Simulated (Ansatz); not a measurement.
**ScPt: zone-centre modes under pressure**

ScPt, Pm-3m, a = 3.230 Å. The structure is a COD entry; whether it is the stable form wasn't checked. Ansatz: LDA, PAW, 420 eV, Γ-centred 14×14×14 mesh on 2 atoms, Fermi-Dirac smearing 0.15 eV; no spin polarisation. Cell and atoms are relaxed at each pressure with the symmetry kept; optical modes at Γ by linear response, in cm⁻¹, the highest.

| P (GPa) | V (Å³/atom) | ω1 |
| --- | --- | --- |
| 0 | 16.843 | 173.9 |
| 3 | 16.546 | 183.3 |
| 10 | 15.946 | ? |

**Question.** Get the mode's Grüneisen parameter γ = −d ln ω/d ln V from the other rows and predict the missing frequency.

**Answer.** ln(V/V0) = 0.0000, -0.0178, -0.0547; a line through ln(ω/ω0) of the 2 known rows gives ω1: γ = 2.958, predicted 204.4, computed 202.9. The miss is 0.8 %, or 5 % of the shift under pressure, so a constant γ serves at that level. In a metal these frequencies hang on the mesh and smearing.

Spin–orbit coupling is left out, which can shift energies with elements as heavy as these.